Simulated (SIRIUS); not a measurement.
Worked example: self-consistent single point of AlGaN₂ (P3m1, 4 atoms in the cell; from Materials Project mp-1228894, changed as shown) in SIRIUS.

All values come from this method and carry its errors: SIRIUS 7.12.0 with LDA (PW92), FP-LAPW (LAPW with two local orbitals a valence shell; core below -3 Ha), all-electron full potential with ZORA scalar-relativistic valence and Dirac core.

The change in words: volume scaled by 1.01. Reference geometry (P3m1):
```xyz
4
Lattice="3.1453 0.0000 0.0000 -1.5726 2.7239 0.0000 0.0000 0.0000 5.0969" Properties=species:S:1:pos:R:3 pbc="T T T"
Al     0.0000     0.0000     5.0931
Ga     1.5726     0.9080     2.5340
N      1.5726     0.9080     0.5698
N      0.0000     0.0000     3.2017
```

Reference input (self-consistent single point, DFT, LDA (PW92), FP-LAPW (LAPW with two local orbitals a valence shell; core below -3 Ha), all-electron full potential with ZORA scalar-relativistic valence and Dirac core): parameters.ngridk = 6 6 4; basis = LAPW with two local orbitals a valence shell, core below -3 Ha; unit_cell.atom_type_rmt = {Al: 1.85, Ga: 1.97, N: 1.57} bohr; parameters.xc_functionals = [XC_LDA_X, XC_LDA_C_PW]; parameters.aw_cutoff = 7; parameters.pw_cutoff = 20 1/bohr; parameters.smearing = gaussian; parameters.smearing_width = 0.0001 Ha; parameters.electronic_structure_method = full_potential_lapwlo; parameters.lmax_apw = 8; parameters.lmax_rho = 8; parameters.lmax_pot = 8. This run's input differs from it in these lines:

```diff
@@ -36,5 +36,5 @@
     "lattice_vectors": [
-      [5.9437177853, 0.0, 0.0],
-      [-2.9718588926, 5.1474098731, 0.0],
-      [0.0, 0.0, 9.6317261873]
+      [5.9634635335, 0.0, 0.0],
+      [-2.9817308219, 5.1645100048, 0.0],
+      [0.0, 0.0, 9.6637230301]
     ],
```

Output (repeated stretches shortened):

```
[find] density tolerance         : 1e-06
[find] total energy tolerance    : 1e-07
[find] iter_solver_tol (initial) : 0.01
[find] iter_solver_tol (target)  : 1e-13
[find] num_dft_iter              : 100
Charges and magnetic moments
--------------------------------------------------------------------------------
atom      charge    core leakage
--------------------------------------------------------------------------------
   0   10.925604    0.000000e+00
   1   29.118254    0.000000e+00
   2    5.532101    0.000000e+00
   3    5.536266    0.000000e+00

total core leakage    : 0.00000000e+00
interstitial charge   : 6.887775
   [... lines left out ...]
[find]    3    5.912671    2.336272e-06
[find] total core leakage    : 1.04833937e-02
[find] interstitial charge   : 6.529137
[find] total charge          : 57.989516
[find] Energy
[find] smearing (-TS)                 :       0.00000000
[find] Total energy                   :   -2292.18666498 (Ha),   -4584.37332995 (Ry)
[find] Free energy (E-TS)             :   -2292.18666498 (Ha),   -4584.37332995 (Ry)
[find] band gap (eV)                  :       2.82518172
[find] Efermi                         :       0.25694336
[find] iteration : 17, RMS (target) : 7.6050e-07 (1.0000e-06) , energy difference (target) : 1.4234e-10 (1.0000e-07)
[find] converged after 18 SCF iterations!
Warning in function "check_num_electrons" at src/density/density.cpp:1179
wrong number of electrons
  obtained value : 57.9895
  target value : 58
  difference : 0.0104842
  total core leakage : 0.0104834
    atom class : 0, core leakage : 0.00311503
    atom class : 1, core leakage : 0.00736368
    atom class : 2, core leakage : 2.34256e-06
    atom class : 3, core leakage : 2.33627e-06
[find] Charges and magnetic moments
[find] atom      charge    core leakage
[find]    0   10.774532    3.115030e-03
[find]    1   28.836465    7.363685e-03
[find]    2    5.936711    2.342562e-06
[find]    3    5.912671    2.336272e-06
[find] total core leakage    : 1.04833937e-02
[find] interstitial charge   : 6.529137
[find] total charge          : 57.989516
[find] Energy
   [... lines left out ...]
[find] Free energy (E-TS)             :   -2292.18666498 (Ha),   -4584.37332995 (Ry)
[find] band gap (eV)                  :       2.82518172
   [... lines left out ...]
[find] Efermi                         :       0.25694336
[ground_state] ==== total Forces in Ha/bohr =====
[ground_state] atom:    0, force:       0.0000000      0.0000000      0.0005060
[ground_state] atom:    1, force:      -0.0000000     -0.0000000      0.0002607
[ground_state] atom:    2, force:       0.0000000      0.0000000      0.0025776
[ground_state] atom:    3, force:       0.0000000     -0.0000000     -0.0033347
```

The run converged in 18 iterations. Against the reference run the free energy goes up by 3.3 meV/atom, the largest force hardly changes (0.172 to 0.171 eV/Å) and the gap on the mesh goes from 2.899 to 2.825 eV.

The structure comes from a collection of computed structures, made at another level of theory; the collection holds predicted forms beside known ones. Values depend on the basis (sphere radii, cutoffs, local orbitals), which need not be converged.

Cost on one core: around 80 core-seconds (rough).

The gap that the log prints is read on the run's mesh, which can miss the band edges or a crossing.
